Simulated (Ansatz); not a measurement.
TiC (rock salt, Fm-3m) under volume change, LDA in the plane-wave PAW code Ansatz, scaled uniformly.

```json
[
 {"V (Å³/atom)": "8.799", "E − E(relaxed) (meV/atom)": "80.5", "P (GPa)": "32.07"},
 {"V (Å³/atom)": "9.089", "E − E(relaxed) (meV/atom)": "[?]", "P (GPa)": "[?]"},
 {"V (Å³/atom)": "9.379", "E − E(relaxed) (meV/atom)": "8.0", "P (GPa)": "9.11"},
 {"V (Å³/atom)": "9.669", "E − E(relaxed) (meV/atom)": "0.0", "P (GPa)": "-0.01"},
 {"V (Å³/atom)": "9.959", "E − E(relaxed) (meV/atom)": "7.3", "P (GPa)": "-7.87"},
 {"V (Å³/atom)": "10.249", "E − E(relaxed) (meV/atom)": "[?]", "P (GPa)": "[?]"},
 {"V (Å³/atom)": "10.539", "E − E(relaxed) (meV/atom)": "59.7", "P (GPa)": "-20.44"}
]
```

Task: Some entries are withheld; supply them.

Result: 
- 10.249, E − E(relaxed) (meV/atom): 27.8
- 10.249, P (GPa): -14.62
- 9.089, E − E(relaxed) (meV/atom): 33.9
- 9.089, P (GPa): 19.72

Task: What does a third-order Birch–Murnaghan fit give for V₀, B₀ and B′?

Result: V₀ = 9.67 Å³/atom, B₀ = 282 GPa, B′ = 4.0.

The LDA relaxation kept the symmetry of its start; of distortions, only those at the zone centre were tested. No spin polarisation was allowed.

Potentials: the later of the program's two PAW sets.
